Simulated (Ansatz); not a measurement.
A relaxed cell of W (Im-3m (No. 229)), relaxed on a k-mesh at least as fine as the one used below. Calculation: r2SCAN (plane waves to 500 eV, PAW, scalar-relativistic; Ansatz, an electronic-structure program). Γ-centred k-mesh 14×14×7 on the run's cell (coarser than for final values), Fermi–Dirac smearing 0.05 eV.

```yaml
crystal:
  lattice:
    - [-1.58464, 1.58464, 1.58464]
    - [1.58464, -1.58464, 1.58464]
    - [3.16927, 3.16927, -3.16927]
  atoms:
    - { symbol: W, position: [0.00000, 0.00000, 0.00000] }
    - { symbol: W, position: [0.00000, 0.00000, 0.50000] }
```

The atoms are displaced by (Å):

```json
[
 {"atom": "W1", "ux": "-0.041", "uy": "-0.090", "uz": "-0.006"},
 {"atom": "W2", "ux": "-0.012", "uy": "-0.168", "uz": "0.054"}
]
```

What forces (eV/Å) and pressure result?


```tsv
atom	Fx	Fy	Fz
W1	0.00	-0.84	0.30
W2	0.00	0.84	-0.30
```

Pressure +0.7 GPa.

No spin polarisation in the result.

The run that gave the undisplaced cell could not lose the symmetry of its start; a randomly shaken copy of 2 atoms returns to this structure.
